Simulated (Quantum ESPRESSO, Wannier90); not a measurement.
LiAuF6 (R-3): Wannier90 run

```xyz
8
Lattice="-2.4690 4.2764 0.0000 -4.9380 0.0000 0.0000 -2.4690 1.4255 4.5196" Properties=species:S:1:pos:R:3 pbc="T T T"
Li    -4.9380     2.8509     2.2598
Au     0.0000     0.0000     0.0000
F     -1.5604    -0.0660     1.1148
F      1.5604     0.0660    -1.1148
F      0.8374    -1.3184     1.1148
F     -0.8374     1.3184    -1.1148
F      0.7231     1.3844     1.1148
F     -0.7231    -1.3844    -1.1148
```

Structure: Materials Project mp-1079483, symmetrised, not relaxed again. Not found in the COD (Crystallography Open Database) copy used; not checked further. Method: PBEsol plane waves in Quantum ESPRESSO 7.5 (PseudoDojo norm-conserving files, 68 Ry, no spin polarisation, no spin-orbit coupling), Bloch states on a 4×4×4 mesh through Γ, Wannier90 4.0.1. Density: 8×8×8 mesh, cold smearing 0.01 Ry. Spin-orbit coupling is left out although heavy elements are present.

Bands 6-32 form an isolated set from -21.68 to 0.00 eV relative to the valence-band maximum (on the path) and are turned into 27 Wannier functions by minimising the spread from the start: SCDM (isolated).

Q: Where do the functions sit, how wide are they and what are they made of?

A: 
```tsv
functions	spread (Å²)	nearest atom, distance (Å)	second atom, distance (Å)	weight on atomic waves
12	0.43	F 0.28	Au 1.98	F 2p 70 %, F 2s 29 %
6	0.44	F 0.30	Li 1.77	F 2p 70 %, F 2s 27 %
6	0.86	F 0.60	Au 1.32	F 2p 62 %, Au 5d 19 %, F 2s 11 %
3	0.72	Au 0.00	F 1.92	Au 5d 99 %
```

Ω_I = 13.34 Å², Ω_total = 15.09 Å²; the interpolated bands follow pw.x to 0.2 meV rms on the path. It is the lowest total spread that any start reached here.
